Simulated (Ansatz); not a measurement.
LaAsO$_{3}$:
```
CELL_PARAMETERS angstrom
      4.39095     0.00000     0.00000
      0.00000     5.28733     0.00000
     -1.65232     0.00000     5.95344
ATOMIC_POSITIONS crystal
  La 0.33484 0.75000 0.70144
  La 0.66516 0.25000 0.29856
  As 0.07765 0.75000 0.14273
  As 0.92235 0.25000 0.85727
  O  0.66497 0.75000 0.11762
  O  0.33503 0.25000 0.88238
  O  0.19310 0.50087 0.34202
  O  0.80690 0.49913 0.65798
  O  0.80690 0.00087 0.65798
  O  0.19310 0.99913 0.34202
```

Relaxed with PBEsol.

Problem. Give the Bader charges and basin volumes of the independent atoms, plane-wave PAW PBEsol (Ansatz code).

Solution. 

```json
[
 {"atom": "La1", "Bader charge (e)": "+2.14", "Bader volume (Å³)": "17.8"},
 {"atom": "As3", "Bader charge (e)": "+1.62", "Bader volume (Å³)": "12.5"},
 {"atom": "O5", "Bader charge (e)": "-1.26", "Bader volume (Å³)": "13.7"},
 {"atom": "O7", "Bader charge (e)": "-1.25", "Bader volume (Å³)": "12.6"}
]
```

Space group P2_1/m. The workflow started from a Materials Project entry (that database holds measured and hypothetical structures alike); the Crystallography Open Database copy checked does not list it. Its standing as an ambient phase is unchecked. Symmetry was held in the PBEsol relaxation; its stability against distortions is not shown here. Scalar-relativistic: spin–orbit coupling is off unless named, which matters more the heavier the elements.

Potentials: the later of the program's two PAW sets.
